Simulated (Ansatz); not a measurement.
# Si$_{7}$Ge: random displacements

Level of theory: Ansatz, DFT PBEsol, scalar-relativistic, plane waves, PAW. The runs took a 420 eV cutoff, a Γ-centred 6×6×6 mesh and Gaussian smearing (0.03 eV). No spin polarisation. Energies are free energies at this smearing, counted from the undisturbed cell; pressure is positive in compression.

The undisturbed cell (as given, not relaxed at this level, and it needn't be the usual structure):

```
Si Ge
1.0
     5.46540    0.00000    0.00000
     0.00000    5.46540    0.00000
     0.00000    0.00000    5.46540
Si Ge
7 1
Cartesian
  1.3806 1.3806 1.3806
  0.0000 2.7327 2.7327
  2.7327 2.7327 0.0000
  2.7327 0.0000 2.7327
  4.0848 1.3806 4.0848
  4.0848 4.0848 1.3806
  1.3806 4.0848 4.0848
  0.0000 0.0000 0.0000
```

The atoms are displaced (Å, in the unstrained cell):

| atom | ux | uy | uz |
| --- | --- | --- | --- |
| Si1 | -0.050 | -0.112 | 0.317 |
| Si2 | 0.094 | 0.146 | 0.071 |
| Si3 | -0.035 | -0.015 | 0.009 |
| Si4 | -0.140 | 0.210 | 0.039 |
| Si5 | 0.128 | -0.123 | -0.271 |
| Si6 | -0.015 | -0.148 | -0.078 |
| Si7 | 0.055 | -0.011 | -0.176 |
| Ge8 | -0.037 | 0.052 | 0.090 |

The cell is not strained.

Problem. What are the energy change, the stress and the forces?

Solution. ΔE = 393.3 meV/atom; stress (xx, yy, zz, yz, xz, xy; compression positive) (6.43, 4.00, 2.06, -1.88, 9.17, 1.10) GPa.
```tsv
atom	Fx (eV/Å)	Fy	Fz
Si1	-3.57	4.26	-5.56
Si2	-2.50	-1.65	-1.84
Si3	-0.40	-1.61	-0.95
Si4	4.34	-5.20	1.80
Si5	0.47	1.60	2.83
Si6	0.05	1.70	0.77
Si7	1.36	1.73	3.74
Ge8	0.26	-0.82	-0.80
```

Cost: 1 run of about 0.74 core-minutes, on Arm Neoverse V2 (shared hosts).